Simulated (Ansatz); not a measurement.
The relaxation started from an entry of Materials Project.

A relaxed structure of K2Ge2Pb2O7. Space group P-3 (No. 147). Level of theory: r2SCAN (plane waves to 500 eV, PAW, scalar-relativistic; Ansatz, an electronic-structure program).

Space group P-3 (No. 147); a = b = 5.7851 Å, c = 7.9140 Å, α = β = 90.00°, γ = 120.00°

| atom | site | symmetry | x | y | z |
|---|---|---|---|---|---|
| K | 2d | 3.. | 0.3333 | 0.6667 | 0.0758 |
| Ge | 2c | 3.. | 0.0000 | 0.0000 | 0.2747 |
| Pb | 2d | 3.. | 0.6667 | 0.3333 | 0.3817 |
| O | 6g | 1 | 0.3273 | 0.2126 | 0.2082 |
| O | 1b | -3.. | 0.0000 | 0.0000 | 0.5000 |

Problem. Estimate the band gap that r2SCAN returns for this input.

Solution. 3.52 eV, indirect (valence top at Γ, conduction bottom at K) (no spin-orbit coupling).

Problem. What smallest direct gap does r2SCAN give?

Solution. 3.76 eV at K.

No spin polarisation in the result.

The run could not lose the symmetry of its start.
